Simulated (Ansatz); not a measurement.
GaIr (CsCl type, Pm-3m), the program Ansatz at the PBEsol level (PAW), all energies at zero smearing, with the estimated change up to a 700 eV cutoff added, with one set of potentials and settings (totals compare only within such a set). Cell of 2 atoms (1 Ga, 1 Ir): -15543.041 eV.

```csv
element,reference phase,E (eV/atom)
Ga,"Cmce, 4 atoms in the cell",-3743.2031
Ir,"Fm-3m, 1 atoms in the cell",-11799.0386
```

Formation energy per atom, worked out: (-15543.041 − 1×(-3743.2031) − 1×(-11799.0386))/2 = -0.399 eV/atom (-39 kJ per mol of atoms), at 0 K, without zero-point energy or fitted corrections.

The workflow started from a Materials Project entry (that database holds measured and hypothetical structures alike); the Crystallography Open Database files this formula in space group No. 221, but the cells were not matched. Whether it is the stable phase at ambient conditions was not checked. The PBEsol relaxation kept the symmetry of its start; of distortions, only those at the zone centre were tested. The run is not spin-polarised. The references are the lowest solids computed at this level, not always the standard phases. Scalar-relativistic: spin–orbit coupling is off unless named, which matters more the heavier the elements.

Potentials: the later of the program's two PAW sets.
